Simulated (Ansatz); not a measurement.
BeS:
```
BeS
1.0
    3.30064     0.00000     0.00000
   -1.65032     2.85844     0.00000
    0.00000     0.00000     5.24700
Be S
2 2
Direct
  0.00000   0.00000   0.00000
  0.00000   0.00000   0.50000
  0.33333   0.66667   0.25000
  0.66667   0.33333   0.75000
```

Tensor components refer to the Cartesian frame of this cell.

Question: Give the high-frequency dielectric tensor and the Born effective charge tensors of the independent atoms from DFPT, PBE in the plane-wave PAW code Ansatz.

Answer: 
ε∞:
```
8.80  0.00  0.00
0.00  8.80  0.00
0.00  0.00  9.63
```
Z* of atom 1 (Be), rows: field, columns: displacement, in e:
```
2.68  0.00  0.00
0.00  2.68  0.00
0.00  0.00  2.87
```
Z* of atom 3 (S), rows: field, columns: displacement, in e:
```
-2.68   0.00   0.00
 0.00  -2.68   0.00
 0.00   0.00  -2.87
```

Static charges for comparison (Bader): Be1 +1.63, S3 -1.63 e. Born charges measure polarisation by displacement and can exceed these by far.

Space group P6_3/mmc (NiAs type). This is a known high-pressure phase of the composition, computed here at zero pressure and temperature. Symmetry was held in the PBE relaxation. At this level the phase is dynamically unstable (imaginary phonons).

Potentials: the later of the program's two PAW sets.
